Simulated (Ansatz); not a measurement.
AlCo₃B (anti-perovskite, space group No. 221) at seven volumes, PBE (plane waves, PAW; program Ansatz), scaled uniformly. One row is withheld.

```csv
V (Å³/atom),P (GPa)
9.706,?
10.026,14.26
10.346,6.54
10.666,-0.03
10.986,-5.60
11.306,-10.34
11.625,-14.37
```

Task: Fit the shown pressures and predict the withheld one.

Result: Third-order Birch–Murnaghan: P = (3/2)B₀(x^(7/2) − x^(5/2))[1 + (3/4)(B′ − 4)(x − 1)] with x = (V₀/V)^(2/3). Least squares on the six rows gives V₀ = 10.665 Å³/atom, B₀ = 201.5 GPa, B′ = 4.41. At V = 9.706, x = 1.0648 and P = 23.38 GPa. The run itself gave 23.34 GPa.

Space group Pm-3m (anti-perovskite). The start of the workflow was typed in or built on a structure type; neither database checked (COD, Materials Project) lists it. Its standing as an ambient phase is unchecked. Symmetry was held in the PBE relaxation; whether a distortion lowers the energy is not shown. Magnetic state: ferromagnetic, the only order run, not a proven ground state.

Potentials: the earlier of the program's two PAW sets.
